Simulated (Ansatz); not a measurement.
Data:

Ta:
```yaml
crystal:
  lattice:
    - [0.00000, 3.05142, 3.05142]
    - [3.05142, 0.00000, 3.05142]
    - [3.05142, 3.05142, 0.00000]
  atoms:
    - { symbol: Ta, position: [0.00000, 0.00000, 0.00000] }
    - { symbol: Ta, position: [0.25000, 0.25000, 0.25000] }
```

This is the PBE-relaxed structure.

All from plane-wave PAW PBE (Ansatz code), unless another level is named. Estimate the density of states at the Fermi level.

1.6 states/eV per atom (mean over ±0.08 eV).

Give the gap with spin–orbit coupling.

none (metallic).

Space group Fd-3m (diamond). The start of the workflow was typed in or built on a structure type; neither database checked (COD, Materials Project) lists it. It is not the phase usual at ambient conditions (space group No. 229). The cell was relaxed with PBE under the symmetry of its start; its stability against distortions is not shown here. The run is not spin-polarised. Spin–orbit coupling is left out wherever it is not named.

Potentials: the later of the program's two PAW sets.
